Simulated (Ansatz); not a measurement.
CuCl:
```cif
data_Cl4Cu4
_chemical_formula_sum 'Cu4 Cl4'
_space_group_name_H-M_alt 'F-43m'
_space_group_IT_number 216
_space_group_name_Hall 'F -4 2 3'
_cell_length_a 5.20776
_cell_length_b 5.20776
_cell_length_c 5.20776
_cell_angle_alpha 90.000
_cell_angle_beta 90.000
_cell_angle_gamma 90.000
loop_
_atom_site_label
_atom_site_type_symbol
_atom_site_symmetry_multiplicity
_atom_site_Wyckoff_symbol
_atom_site_fract_x
_atom_site_fract_y
_atom_site_fract_z
_atom_site_occupancy
Cu1 Cu 4 a 0.00000 0.00000 0.00000 1
Cl1 Cl 4 c 0.25000 0.25000 0.25000 1
```
(The calculation used a cell of 2 atoms; values per cell refer to that cell.)

Relaxed with LDA.

Question: Give the optical modes at the zone centre with their infrared and Raman activity from DFPT, the program Ansatz at the LDA level (PAW).

Answer: Transverse frequencies, without the LO–TO term; a row sums one degenerate level.

```json
[
 {"ω (cm⁻¹)": "190", "degeneracy": "3", "IR ((D/Å)²/amu)": "3.08", "Raman (Å⁴/amu)": "130", "activity": "IR+Raman", "symmetry": "T2"}
]
```

Question: How high does the top mode go among those that the LO–TO term moves?

Answer: 217 cm⁻¹ for q along x.

Symmetry was held in the LDA relaxation; phonons on a q-mesh show no instability. The run is not spin-polarised.

Potentials: the later of the program's two PAW sets.
